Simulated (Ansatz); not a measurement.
Data:

FeBiO3:
```
CELL_PARAMETERS angstrom
      2.78473     1.60777     4.46957
     -2.78473     1.60777     4.46957
      0.00000    -3.21553     4.46957
ATOMIC_POSITIONS crystal
  Bi 0.27200 0.27200 0.27200
  Bi 0.72800 0.72800 0.72800
  Fe 0.00000 0.00000 0.00000
  Fe 0.50000 0.50000 0.50000
  O  0.82686 0.67083 0.27438
  O  0.27438 0.82686 0.67083
  O  0.67083 0.27438 0.82686
  O  0.17314 0.32917 0.72562
  O  0.72562 0.17314 0.32917
  O  0.32917 0.72562 0.17314
```
The run is spin-polarised.

This is the PBEsol-relaxed structure.

### Question
All from PBEsol (plane waves, PAW; program Ansatz), unless another level is named. Predict the magnetic order.

### Answer
antiferromagnetic.

### Question
Give the electronic dielectric constant ε∞ (DFPT).

### Answer
15.3 (xx = yy), 13.5 (zz).

### Question
Next, the Born charges (a third of the trace)?

### Answer
Bi +4.85, Fe +5.08 to +5.52, O -3.38 e.

Space group R-3. The start of the workflow was typed in or built on a structure type; neither database checked (COD, Materials Project) lists it. It is not the phase usual at ambient conditions (space group No. 161). The PBEsol relaxation kept the symmetry of its start, as lowered by the spin order; whether a distortion lowers the energy is not shown. Magnetic state: antiferromagnetic, chosen from 5 collinear starts compared on coarse meshes (ties went to the first, and starts can fall back to one state), not a proven ground state. No Hubbard U is applied. Spin–orbit coupling is left out wherever it is not named.

Potentials: the earlier of the program's two PAW sets. The files were generated under PBE; for other functionals the program regenerates the frozen cores, and for LDA and PBEsol the local potential too.
